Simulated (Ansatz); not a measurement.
Ionic part of the dielectric constant of InF$_{3}$, mode by mode

Computed with Ansatz 0.2.0, DFT LDA, scalar-relativistic, plane waves, PAW. Cutoff 420 eV, 6×6×6 k-points (Γ-centred), fixed occupations. No spin polarisation. Phonons by linear response, acoustic sum rule imposed.

It takes space group R-3c (No. 167, trigonal). The conventional cell has a = 5.084 Å, b = 5.084 Å, c = 14.559 Å, α = 90.00°, β = 90.00°, γ = 120.00°. In (site symmetry -3) has 6 F at 2.06 Å as nearest neighbours. F (site symmetry 2) has 2 In at 2.06 Å as nearest neighbours.

The primitive cell has V = 108.61 Å³ and ε∞,yy = 2.462. Each polar mode adds Δε = (4.92064×10⁷/V)·S/ν² along y, with S its oscillator strength in e²/amu, ν in cm⁻¹ and V in Å³.

Question: From these modes, find each Δε and ε0,yy.
| ν (cm⁻¹) | S_yy (e²/amu) |
| --- | --- |
| 105.2 | 0.0654 |
| 146.1 | 0.02313 |
| 313.2 | 0.1694 |
| 520.8 | 0.3428 |

Answer:
| ν (cm⁻¹) | Δε |
| --- | --- |
| 105.2 | 2.68 |
| 146.1 | 0.49 |
| 313.2 | 0.78 |
| 520.8 | 0.57 |

The sum is 4.525, so ε0,yy = 6.99; the run's tensor has 6.99.

Question: Where do the longitudinal modes lie for a wave vector along y?

Answer: At 127, 162, 350, 590 cm⁻¹. The Lyddane–Sachs–Teller product Π(ν_LO/ν_TO)² = 2.84 matches ε0/ε∞ = 2.84.

Cost: 1 run of about 9.9 core-minutes, on Oxide Virtual Turin-like Processor (Zen 5) (shared hosts).